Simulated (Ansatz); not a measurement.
Ge:
```cif
data_Ge8
_chemical_formula_sum 'Ge8'
_space_group_name_H-M_alt 'Fd-3m :1'
_space_group_IT_number 227
_space_group_name_Hall 'F 4d 2 3 -1d'
_cell_length_a 5.65442
_cell_length_b 5.65442
_cell_length_c 5.65442
_cell_angle_alpha 90.000
_cell_angle_beta 90.000
_cell_angle_gamma 90.000
loop_
_atom_site_label
_atom_site_type_symbol
_atom_site_symmetry_multiplicity
_atom_site_Wyckoff_symbol
_atom_site_fract_x
_atom_site_fract_y
_atom_site_fract_z
_atom_site_occupancy
Ge1 Ge 8 a 0.00000 0.00000 0.00000 1
```
(The calculation used a cell of 2 atoms; values per cell refer to that cell.)

Relaxed with r²SCAN+D4.

### Question
Which orbitals make up the states near the band edges in r²SCAN+D4 in the plane-wave PAW code Ansatz?

### Answer
Top 1 eV of the valence band: Ge 4p 97 %. Bottom 1 eV of the conduction band: Ge 4p 57 %, Ge 4s 34 %, outside the projected shells 9 %. Projections are on Löwdin-orthogonalised atomic valence shells; empty p or d shells of many metals are not among them.

### Question
Tabulate the density of states.

### Answer
States/eV per cell of 2 atoms, in 0.25 eV bins, energy from the valence-band maximum.

```csv
E (eV),total,Ge 4p,Ge 4s
-7.85,1.12,0.52,0.59
-7.60,0.83,0.39,0.43
-7.35,0.61,0.28,0.32
-7.10,0.49,0.23,0.26
-6.85,0.42,0.20,0.22
-6.60,0.36,0.17,0.19
-6.35,0.31,0.15,0.16
-6.10,0.28,0.13,0.14
-5.85,0.24,0.12,0.12
-5.60,0.21,0.10,0.11
-5.35,0.19,0.09,0.09
-5.10,0.17,0.08,0.08
-4.85,0.15,0.07,0.07
-4.60,0.25,0.19,0.06
-4.35,1.20,1.11,0.08
-4.10,1.10,1.01,0.08
-3.85,1.02,0.93,0.08
-3.60,1.06,0.98,0.08
-3.35,1.26,1.17,0.07
-3.10,1.49,1.41,0.07
-2.85,1.39,1.31,0.06
-2.60,1.33,1.26,0.05
-2.35,1.25,1.20,0.05
-2.10,1.21,1.16,0.04
-1.85,1.16,1.11,0.03
-1.60,1.08,1.05,0.02
-1.35,0.73,0.71,0.02
-1.10,0.49,0.47,0.01
-0.85,0.35,0.34,0.01
-0.60,0.24,0.23,0.00
-0.35,0.13,0.13,0.00
-0.10,0.04,0.04,0.00
0.15,0.00,0.00,0.00
0.40,0.00,0.00,0.00
0.65,0.02,0.01,0.01
0.90,0.17,0.09,0.07
1.15,0.46,0.26,0.15
1.40,0.79,0.47,0.25
1.65,1.10,0.67,0.33
1.90,1.64,1.02,0.46
2.15,1.71,1.08,0.46
2.40,1.13,0.71,0.30
2.65,0.95,0.62,0.22
2.90,0.88,0.58,0.18
3.15,1.14,0.76,0.24
3.40,0.88,0.63,0.15
3.65,1.03,0.79,0.12
3.90,1.99,1.54,0.15
4.15,1.24,0.94,0.11
4.40,1.17,0.88,0.11
4.65,0.99,0.76,0.07
4.90,1.04,0.76,0.06
5.15,1.49,1.01,0.08
```

The cell was relaxed with r²SCAN+D4 under the symmetry of its start. The volume moved by -24 % from the start of the relaxation. Spin–orbit coupling is left out wherever it is not named.

Potentials: the earlier of the program's two PAW sets.
